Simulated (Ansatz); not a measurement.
CsBr (rock salt, space group No. 225), a = b = c = 7.3169 Å, α = β = γ = 90.00°; the cell used has 2 atoms.

Relaxed with r²SCAN. r²SCAN in the plane-wave PAW code Ansatz gives a gap of 4.90 eV.

Q: What gap does HSE06 give on the same cell (Ansatz, PAW)?

A: 5.46 eV, 0.56 eV more. The hybrid was solved on a coarser mesh and at special points; its gap is the smallest among all of these.

| k | v1 r²SCAN | c1 r²SCAN | v1 HSE06 | c1 HSE06 |
|---|---|---|---|---|
| Γ | 0.00 | 4.90 | 0.00 | 5.46 |
| X | -0.03 | 5.50 | ? | ? |
| L | -0.33 | 7.19 | ? | ? |
| W | -0.09 | 6.83 | ? | ? |
| K | -0.11 | 6.18 | ? | ? |

Q: Top valence (v1) and lowest conduction level (c1) in eV from each method's valence maximum (which need not be a listed point): supply the withheld HSE06 values.

A: 
- W, v1 HSE06: -0.09
- W, c1 HSE06: 7.54
- K, v1 HSE06: -0.11
- K, c1 HSE06: 6.89
- L, v1 HSE06: -0.35
- L, c1 HSE06: 7.90
- X, v1 HSE06: -0.03
- X, c1 HSE06: 6.20

Cost on shared cores: the r²SCAN run (SCF on a 7×7×7 mesh, then bands and DOS) very roughly 29 core-seconds, the HSE06 run (SCF on 5×5×5, then a few points) around 120 core-seconds (rough); the tasks are unlike.

Space group Fm-3m (rock salt). The workflow started from a Materials Project entry (that database holds measured and hypothetical structures alike); the Crystallography Open Database copy checked does not list it. It is not the phase usual at ambient conditions (space group No. 221). The r²SCAN relaxation kept the symmetry of its start; whether a distortion lowers the energy is not shown. Scalar-relativistic: spin–orbit coupling is off unless named, which matters more the heavier the elements.

Potentials: the later of the program's two PAW sets.
